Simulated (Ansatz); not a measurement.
The start is a generated cell, BAs placed in the zincblende structure type. The cell and all atomic positions are relaxed at zero pressure with PBE (plane waves to 420 eV, PAW, scalar-relativistic; Ansatz, a quantum-chemistry and plane-wave program). The first steps use a coarse 8×8×8 k-mesh.

Starting cell:
```yaml
crystal:
  lattice:
    - [0.00000, 2.42296, 2.42296]
    - [2.42296, 0.00000, 2.42296]
    - [2.42296, 2.42296, 0.00000]
  atoms:
    - { symbol: As, position: [0.75000, 0.75000, 0.75000] }
    - { symbol: B, position: [0.00000, 0.00000, 0.00000] }
```

```json
{
 "initial_pressure": "-2.9 GPa (negative: the cell is under tension)",
 "volume_change": "-2.2 %, from 14.22 to 13.91 Å³/atom",
 "Shortest distances (start → end)": "The closest pairs of elements (up to four, under 3.6 Å), start → end: As–B 2.10 → 2.08 Å; As–As 3.43 → 3.40 Å; B–B 3.43 → 3.40 Å",
 "band_gap_at_the_end": "1.21 eV, indirect (valence top at Γ, conduction bottom at 82 % of the way from Γ to X) (no spin-orbit coupling)",
 "optimiser_moves": "3"
}
```

Final values are on a 12×12×12 k-mesh of the relaxed cell. No spin polarisation in the result.

The run could not lose the symmetry of its start; a randomly shaken copy of 2 atoms returns to this structure.

All atoms sit on sites fixed by symmetry, so only the cell could relax.
